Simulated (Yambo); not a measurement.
Yambo run on Ca2H3Br (space group P-3m1, No. 164). The wavefunctions are norm-conserving PBEsol (Quantum ESPRESSO, 72 Ry, no spin-orbit coupling) ones on a 3×3×2 mesh (15 occupied bands); a = 3.9029 Å, b = 3.9029 Å, c = 6.8535 Å, α = 90.00°, β = 90.00°, γ = 120.00°.

Yambo input:

```
rim_cut
HF_and_locXC
RandQpts= 1000000
RandGvec= 1 Ry
EXXRLvcs= 72 Ry
VXCRLvcs= 288 Ry
% QPkrange
 1 | 1 | 15 | 16 |
 2 | 2 | 15 | 16 |
 4 | 4 | 15 | 16 |
 5 | 5 | 15 | 16 |
 6 | 6 | 15 | 16 |
%
```

k points by index: 1 = Γ, 2 = A, 4 = (0, 0.333, -0.5), 5 = K, 6 = H.

Table of the .hf output:

```
#    K-point    Band    Eo [eV]    Ehf [eV]    Vxc [eV]    Vnlxc [eV]
#
    1    15    -0.255049    -2.422074    -10.99443    -13.16146
    1    16    2.121903    8.485262    -13.09490    -6.731539
    2    15    0.000000    -2.401287    -11.44399    -13.84527
    2    16    1.686910    6.494572    -9.667964    -4.860301
    4    15    -2.602364    -5.288656    -10.99008    -13.67637
    4    16    1.542177    6.847454    -10.87589    -5.570614
    5    15    -3.604959    -7.256669    -11.71648    -15.36819
    5    16    1.642637    7.053124    -11.11995    -5.709458
    6    15    -3.475262    -6.783633    -11.06132    -14.36969
    6    16    2.360778    8.286378    -12.36326    -6.437662
```
Exchange alone, without screening.

Geometry of the Materials Project entry, not relaxed at this level.

The structure is a Materials Project entry; no match was found in the copy of COD used, and its stability was not checked.
